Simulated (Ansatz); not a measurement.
Be2ZnSe3: stable or not

The cell was found from a structure generator's guess, not taken from experiment.

Level of theory: DFT PBE, scalar-relativistic, plane waves, PAW (Ansatz). Cutoff 420 eV, Γ-centred 12×12×4 mesh (6-atom cell), Gaussian smearing of 0.02 eV, no spin polarisation.

```
Be Zn Se
1.0
     3.78997    0.00000    0.00000
    -1.89498    3.28221    0.00000
     0.00000    0.00000    9.34066
Be Zn Se
2 1 3
Direct
  0.00000 0.00000 0.00844
  0.66667 0.33333 0.32424
  0.33333 0.66667 0.66311
  0.00000 0.00000 0.77004
  0.33333 0.66667 0.39983
  0.66667 0.33333 0.08433
```

Formation energies are uncorrected and refer to the elements' standard structures at the same level.

Question: These tests were run: energy against the elements; random kick, then relaxation without symmetry; phonons on a 2×2×1 q mesh. What do they show?

Answer:

| test | result |
| --- | --- |
| energy against the elements | −0.726 eV/atom |
| random kick, then relaxation without symmetry | returns |
| phonons on a 2×2×1 q mesh | no imaginary mode on the mesh |

It fails none of these tests. Whether a mixture of other phases lies lower isn't tested here.

The reference form of Se is held partly by dispersion forces, which this level lacks. The kick test ran on a coarse mesh. The run for the phonons used a 12×12×4 k mesh.
